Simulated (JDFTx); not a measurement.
Reference run:

surface: W(100)
bulk: W, Im-3m, lattice of mp-91 (not re-optimised)
slab: 5 atoms in 5 planes, 1x1, 6.3 Å between the outermost planes
in-plane cell: 3.170 × 3.170 Å, 10.05 Å²
cell height: 22.3 Å
sampling: 8×8×1 k mesh, Fermi smearing 0.01 Ha, no spin polarisation

The reference is PBE, GBRV ultrasoft potentials, plane waves to 20/100 Ha; code: a modified build of JDFTx. Unrelaxed; liquid: CANDLE, water, 1 M NaF. Potentials refer to SHE, placed 4.44 V below the bulk liquid's zero by convention.

| density cutoff alone | work function (eV) | U_pzc (V) | mean C above U_pzc (μF/cm²) | k states × plane waves | cycles, vacuum run | rough core time, vacuum run |
|---|---|---|---|---|---|---|
| 80 Ha | 4.26 | -0.66 | 31 over 0.5 V | 15 × 6463 | 21 | 7 min |
| 100 Ha | 4.26 | -0.66 | 31 over 0.5 V | 15 × 6463 | 21 | 9 min |
| 130 Ha | 4.26 | -0.66 | 31 over 0.5 V | 15 × 6463 | 21 | 10 min |
| 200 Ha | 4.26 | -0.66 | – | 15 × 6463 | 21 | 10 min |

The work function stays within 0.01 eV over all these settings; capacitances repeat to about ±0.2 μF/cm². The times are rough (shared hosts); only ratios past two mean anything.
